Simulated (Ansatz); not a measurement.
**From three elastic constants to directional properties of ZnPd$_{3}$**

Computed with DFT LDA, scalar-relativistic, plane waves, PAW (Ansatz). Settings: 420 eV plane-wave cutoff, Γ-centred 12×12×12 mesh, Fermi-Dirac smearing of 0.15 eV. No spin polarisation.

Equilibrium structure at this level:
```xyz
4
Lattice="3.8089 0.0000 0.0000 0.0000 3.8089 0.0000 0.0000 0.0000 3.8089" Properties=species:S:1:pos:R:3 pbc="T T T"
Zn    0.0000    0.0000    0.0000
Pd    0.0000    1.9044    1.9044
Pd    1.9044    0.0000    1.9044
Pd    1.9044    1.9044    0.0000
```

In a metal, frequencies and elastic constants depend on the k mesh and the smearing, soft modes and shear constants most.

With ions relaxed, on the cubic axes: C11 = 233.5, C12 = 187.2, C44 = 79.6 GPa. The density is 11.559 g/cm³.

Problem. Is the crystal stable against strain, and how anisotropic is it?

Solution. Born's conditions hold: C11 + 2C12 = 608.0, C11 − C12 = 46.3 and C44 = 79.6 GPa are all positive. B = (C11 + 2C12)/3 = 202.7 GPa. The two shear moduli are C44 and C′ = (C11 − C12)/2 = 23.1 GPa, so Zener's ratio is A = C44/C′ = 3.44: the tetragonal shear C′ is the soft one, as in many fcc and bcc metals and zincblende crystals. The Cauchy pressure C12 − C44 is 107.6 GPa; it would vanish for pair forces between atoms on inversion centres at zero pressure, and a positive value is usual with metallic or many-body binding, and where atoms off inversion centres relax under shear, which lowers C44.

Problem. Give the sound speeds along the three symmetry directions.

Solution. The Christoffel equation gives ρv² for each branch:
| direction | branch | ρv² | GPa | v (m/s) |
| --- | --- | --- | --- | --- |
| [100] | L | C11 | 233.5 | 4495 |
| [100] | T (×2) | C44 | 79.6 | 2625 |
| [110] | L | (C11 + C12 + 2C44)/2 | 290.0 | 5009 |
| [110] | T, u ∥ [001] | C44 | 79.6 | 2625 |
| [110] | T, u ∥ [1-10] | (C11 − C12)/2 | 23.1 | 1415 |
| [111] | L | (C11 + 2C12 + 4C44)/3 | 308.8 | 5169 |
| [111] | T (×2) | (C11 − C12 + C44)/3 | 42.0 | 1906 |

Problem. How does Young's modulus depend on direction?

Solution. Inverting gives S11 = 14.956, S12 = -6.656, S44 = 12.557 TPa⁻¹. Along a unit vector (l, m, n), 1/E = S11 − 2(S11 − S12 − S44/2)(l²m² + m²n² + n²l²), where the last bracket is 0, 1/4 and 1/3 for [100], [110] and [111]: E = 67, 137 and 211 GPa. With A > 1 the body diagonal is stiffest. For a film on (001), the biaxial modulus is C11 + C12 − 2C12²/C11 = 120 GPa and the normal strain is −2C12/C11 = -1.60 times the in-plane one.

Cost: 2 runs of about 3.5 core-minutes in all, on Intel Xeon 6975P-C (Granite Rapids) (shared hosts).